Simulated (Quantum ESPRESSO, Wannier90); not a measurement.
## Wannierisation of HgSe (zinc blende)

Materials Project entry mp-820; symmetrised, unrelaxed at this level. COD (Crystallography Open Database) has an entry of this formula and space group (matched by these alone). Level: PBEsol, spinors with spin-orbit coupling; pw.x of Quantum ESPRESSO at 69 Ry with PseudoDojo potentials, 6×6×6 k-points, Wannier90. Density: 8×8×8 mesh, cold smearing 0.01 Ry. With spin-orbit coupling a semilocal functional can close or falsely invert a small gap; the band order was not checked against a better method.

On the energy scale of pw.x, whose zero is arbitrary, the Fermi level lies at 8.15 eV.

Input w.win:

```
num_bands = 4
num_wann = 4
exclude_bands = 1-8,13-62
spinors = true
num_iter = 1000
conv_tol = 1.0e-6
conv_window = 4
write_hr = true
write_u_matrices = true
auto_projections = true
begin unit_cell_cart
ang
    0.0000000000    3.0963250000    3.0963250000
    3.0963250000    0.0000000000    3.0963250000
    3.0963250000    3.0963250000    0.0000000000
end unit_cell_cart
begin atoms_frac
Hg   0.0000000000  0.0000000000  0.0000000000
Se   0.2500000000  0.2500000000  0.2500000000
end atoms_frac
mp_grid = 6 6 6
begin kpoints
0.0000000000 0.0000000000 0.0000000000
0.0000000000 0.0000000000 0.1666666667
0.0000000000 0.0000000000 0.3333333333
... (213 more lines: the 6x6x6 mesh through Gamma)
end kpoints
```

Input of pw2wannier90.x that gives the overlap and projection files (equivalent; here they were cut from one run over all bands):

```
&inputpp
  outdir = './out'
  prefix = 'pwscf'
  seedname = 'w'
  write_amn = .true.
  write_mmn = .true.
  scdm_proj = .true.
  scdm_entanglement = 'isolated'
/
```

Output w.wout (banner and timings cut):

```
                                    ------
                                    SYSTEM
                                    ------

                              Lattice Vectors (Ang)
                    a_1     0.000000   3.096325   3.096325
                    a_2     3.096325   0.000000   3.096325
                    a_3     3.096325   3.096325   0.000000

                   Unit Cell Volume:      59.37035  (Ang^3)

                        Reciprocal-Space Vectors (Ang^-1)
                    b_1    -1.014620   1.014620   1.014620
                    b_2     1.014620  -1.014620   1.014620
                    b_3     1.014620   1.014620  -1.014620

 *----------------------------------------------------------------------------*
 |   Site       Fractional Coordinate          Cartesian Coordinate (Ang)     |
 +----------------------------------------------------------------------------+
 | hg   1   0.00000   0.00000   0.00000   |    0.00000   0.00000   0.00000    |
 | se   1   0.25000   0.25000   0.25000   |    1.54816   1.54816   1.54816    |
 *----------------------------------------------------------------------------*
                                ------------
                                K-POINT GRID
                                ------------

             Grid size =  6 x  6 x  6      Total points =  216

 *---------------------------------- MAIN ------------------------------------*
 |  Number of Wannier Functions               :                 4             |
 |  Number of Objective Wannier Functions     :                 4             |
 |  Number of input Bloch states              :                 4             |
 |  Output verbosity (1=low, 5=high)          :                 1             |
 |  Timing Level (1=low, 5=high)              :                 1             |
 |  Optimisation (0=memory, 3=speed)          :                 3             |
 |  Length Unit                               :               Ang             |
 |  Post-processing setup (write *.nnkp)      :                 F             |
 |  Using Gamma-only branch of algorithms     :                 F             |
 *----------------------------------------------------------------------------*
 *------------------------------- WANNIERISE ---------------------------------*
 |  Total number of iterations                :              1000             |
 |  Number of CG steps before reset           :                 5             |
 |  Trial step length for line search         :             2.000             |
 |  Convergence tolerence                     :         0.100E-05             |
 |  Convergence window                        :                 4             |
 |  Iterations between writing output         :                 1             |
 |  Iterations between backing up to disk     :               100             |
 |  Write r^2_nm to file                      :                 F             |
 |  Write xyz WF centres to file              :                 F             |
 |  Write on-site energies <0n|H|0n> to file  :                 F             |
 |  Use guiding centre to control phases      :                 F             |
 |  Use phases for initial projections        :                 F             |
 *----------------------------------------------------------------------------*
 *-------------------------------- PLOTTING ----------------------------------*
 |  Plotting Hamiltonian in WF basis          :                 T             |
 *----------------------------------------------------------------------------*

       ... (k-mesh section left out)

 Starting a new Wannier90 calculation ...

 Reading overlaps from w.mmn

 Reading projections from w.amn

 *------------------------------- WANNIERISE ---------------------------------*
 +--------------------------------------------------------------------+<-- CONV
 | Iter  Delta Spread     RMS Gradient      Spread (Ang^2)            |<-- CONV
 +--------------------------------------------------------------------+<-- CONV

 ------------------------------------------------------------------------------
 Initial State
  WF centre and spread    1  (  1.548148,  1.548165,  1.548145 )     0.23207451
  WF centre and spread    2  (  1.548149,  1.548139,  1.548160 )     0.23206380
  WF centre and spread    3  (  1.548177,  1.548188,  1.548160 )     0.23206183
  WF centre and spread    4  (  1.548176,  1.548158,  1.548185 )     0.23206523
  Sum of centres and spreads (  6.192650,  6.192650,  6.192650 )     0.92826538

      0     0.928E+00     0.0000000000        0.9282653644  <-- CONV
        O_D=      0.0000070 O_OD=      0.0001995 O_TOT=      0.9282654 <-- SPRD
 ------------------------------------------------------------------------------
      1    -0.183E-04     0.0051331154        0.9282470323  <-- CONV
        O_D=      0.0000015 O_OD=      0.0001867 O_TOT=      0.9282470 <-- SPRD
      2    -0.288E-05     0.0018834246        0.9282441483  <-- CONV
        O_D=      0.0000005 O_OD=      0.0001848 O_TOT=      0.9282441 <-- SPRD
      3    -0.107E-05     0.0009768100        0.9282430803  <-- CONV
        O_D=      0.0000001 O_OD=      0.0001841 O_TOT=      0.9282431 <-- SPRD
      4    -0.283E-06     0.0005680642        0.9282427973  <-- CONV
        O_D=      0.0000000 O_OD=      0.0001839 O_TOT=      0.9282428 <-- SPRD
      5    -0.968E-07     0.0003247587        0.9282427005  <-- CONV
        O_D=      0.0000000 O_OD=      0.0001838 O_TOT=      0.9282427 <-- SPRD
      6    -0.202E-07     0.0001771075        0.9282426803  <-- CONV
        O_D=      0.0000000 O_OD=      0.0001838 O_TOT=      0.9282427 <-- SPRD
      7    -0.157E-08     0.0000429802        0.9282426788  <-- CONV
        O_D=      0.0000000 O_OD=      0.0001838 O_TOT=      0.9282427 <-- SPRD
             <<<     Delta < 1.000E-06  over  4 iterations     >>>
             <<< Wannierisation convergence criteria satisfied >>>
 Final State
  WF centre and spread    1  (  1.548148,  1.548165,  1.548145 )     0.23206478
  WF centre and spread    2  (  1.548149,  1.548139,  1.548160 )     0.23205988
  WF centre and spread    3  (  1.548177,  1.548188,  1.548160 )     0.23205712
  WF centre and spread    4  (  1.548176,  1.548158,  1.548185 )     0.23206091
  Sum of centres and spreads (  6.192650,  6.192650,  6.192650 )     0.92824269

         Spreads (Ang^2)       Omega I      =     0.928058854
        ================       Omega D      =     0.000000000
                               Omega OD     =     0.000183824
    Final Spread (Ang^2)       Omega Total  =     0.928242679
```
